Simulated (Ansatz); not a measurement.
Data:

MgO (rock salt, space group No. 225), a = 4.204 Å, b = 4.204 Å, c = 4.204 Å, α = 90.00°, β = 90.00°, γ = 90.00°; the cell used has 2 atoms.

This is the r²SCAN-relaxed structure.

Problem. All from the program Ansatz at the r²SCAN level (PAW), unless another level is named. Predict the electron effective mass.

Solution. 0.36 mₑ (isotropic).

Problem. Predict the weight of the valence-edge state by species (Voronoi cells).

Solution. O 94 %, Mg 6 %.

Problem. Next, the valence-band maximum?

Solution. at Γ.

Problem. Next, the weight of the conduction-edge state by species (Voronoi cells)?

Solution. Mg 50 %, O 50 %.

Space group Fm-3m (rock salt). Symmetry was held in the r²SCAN relaxation. The volume moved by -16 % from the start of the relaxation.

Potentials: the later of the program's two PAW sets.

Edges and masses are those of Kohn–Sham bands, whose gap is no quasiparticle gap.
